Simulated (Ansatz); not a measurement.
A geometry of SnTe away from equilibrium: step 5 of the relaxation of a generated cell, SnTe built in the cinnabar structure type. All values below come from PBEsol (plane waves to 420 eV, PAW, scalar-relativistic; Ansatz, a program for electronic structure). Γ-centred k-mesh 6×6×2 on the run's cell (coarser than for final values), Fermi–Dirac smearing 0.05 eV. The plane waves were selected for a different cell earlier on the path.

```
CELL_PARAMETERS angstrom
      4.48532     0.00000     0.00000
     -2.24266     3.88440     0.00000
      0.00000     0.00000    10.89461
ATOMIC_POSITIONS crystal
  Sn 0.71125 0.00000 0.66667
  Sn 0.00000 0.71125 0.33333
  Sn 0.28875 0.28875 0.00000
  Te 0.64934 0.00000 0.16667
  Te 0.00000 0.64934 0.83333
  Te 0.35066 0.35066 0.50000
```

### Question
Give the Cartesian forces on all atoms (eV/Å).

### Answer
```
atom     Fx     Fy    Fz
----  -----  -----  ----
Sn1   -0.31   0.00  0.00
Sn2    0.15  -0.27  0.00
Sn3    0.15   0.27  0.00
Te4    0.06   0.00  0.00
Te5   -0.03   0.06  0.00
Te6   -0.03  -0.06  0.00
```

The path ends in Fm-3m (No. 225) (rock salt type). No spin polarisation in the result.

The run could not lose the symmetry of its start; a randomly shaken copy of 4 atoms returns to this structure.
